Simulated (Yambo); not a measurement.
SrClF (space group P4/nmm, No. 129), G0W0@PBEsol (Yambo, plasmon pole, terminator in G, 4×4×2 mesh): gap Γ → Γ in eV by bands and screening block.

| bands (W and G) | 2 Ry | 3 Ry | 4 Ry | 5 Ry | 6 Ry |
|---|---|---|---|---|---|
| 40 | 9.27 | 9.23 | 9.25 | 9.26 | 9.26 |
| 55 | 8.88 | 8.89 | 8.96 | 8.97 | 8.99 |
| 77 | 8.66 | 8.70 | 8.81 | 8.84 | … |
| 104 | 8.56 | … | 8.72 | 8.76 | 8.79 |
| 131 | 8.51 | 8.54 | … | 8.72 | 8.76 |

**Question.** Estimate the withheld gaps from their neighbours; the computed values follow.

**Answer.** 
- 77, 6 Ry: 8.87
- 104, 3 Ry: 8.60
- 131, 4 Ry: 8.67

The largest settings aren't shown to be the converged limit.

Geometry of the Materials Project entry, not relaxed at this level; primitive cell a = b = 4.1296 Å, c = 6.9766 Å, α = β = γ = 90.00°.
